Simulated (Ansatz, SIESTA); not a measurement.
## CS2: 3 runs at one level of theory

```
CELL_PARAMETERS angstrom
3.64579 -2.99431 0.00000
3.64579 2.99431 0.00000
0.00000 0.00000 9.85126
ATOMIC_POSITIONS crystal
S 0.18152 0.81848 0.88687
S 0.31848 0.68152 0.38687
S 0.68152 0.31848 0.61313
S 0.81848 0.18152 0.11313
C 0.50000 0.50000 0.50000
C 0.00000 0.00000 0.00000
```

The cell comes from a database or a generator and needn't be the stable form of this composition.

Alike in all runs: task band structure; functional PBE; k mesh 6 × 6 × 3; occupations fermi-dirac, width 0.05 eV; no spin polarisation; no spin-orbit coupling. Pressure is positive in compression and, in plane waves, holds the error of the finite cutoff, which Ansatz's Pulay term estimates and takes out. Gaps are the smaller of the mesh's and the band path's.

| program and potentials | plane-wave cutoff (eV) | notes | band gap (eV) | pressure (GPa) | largest force (eV/Å) |
| --- | --- | --- | --- | --- | --- |
| Ansatz, Ansatz PAW | 420 | Pulay term of +0.05 GPa included | 3.41 | 0.44 | 0.257 |
| SIESTA, files PseudoDojo sr-pbe-0.4.1-standard, DZP (energy shift 0.003 Ry) | - | atomic basis | 3.43 | 2.01 | 1.664 |
| Ansatz, all-electron LAPW, scalar-relativistic | - | - | 3.42 | 0.40 | 0.227 |

Force on atom 1 (S), eV/Å:

```
                                                     program and potentials      x       y       z
                                                         Ansatz, Ansatz PAW  0.000  -0.178  -0.185
SIESTA, files PseudoDojo sr-pbe-0.4.1-standard, DZP (energy shift 0.003 Ry)  0.000  -1.163  -1.190
                             Ansatz, all-electron LAPW, scalar-relativistic  0.000  -0.157  -0.164
```

The band gap spans 3.41 (Ansatz, Ansatz PAW) to 3.43 eV (SIESTA, files PseudoDojo sr-pbe-0.4.1-standard, DZP (energy shift 0.003 Ry)), with all-electron results at 3.42. The pressure spans 0.40 (Ansatz, all-electron LAPW, scalar-relativistic) to 2.01 GPa (SIESTA, files PseudoDojo sr-pbe-0.4.1-standard, DZP (energy shift 0.003 Ry)), with all-electron results at 0.40. Rows in atomic bases carry the error of their basis and grid, which can be large.

The functional is the same throughout but for its coding, so the spread measures potentials, basis and numerics; runs on potential files found faulty are left out.
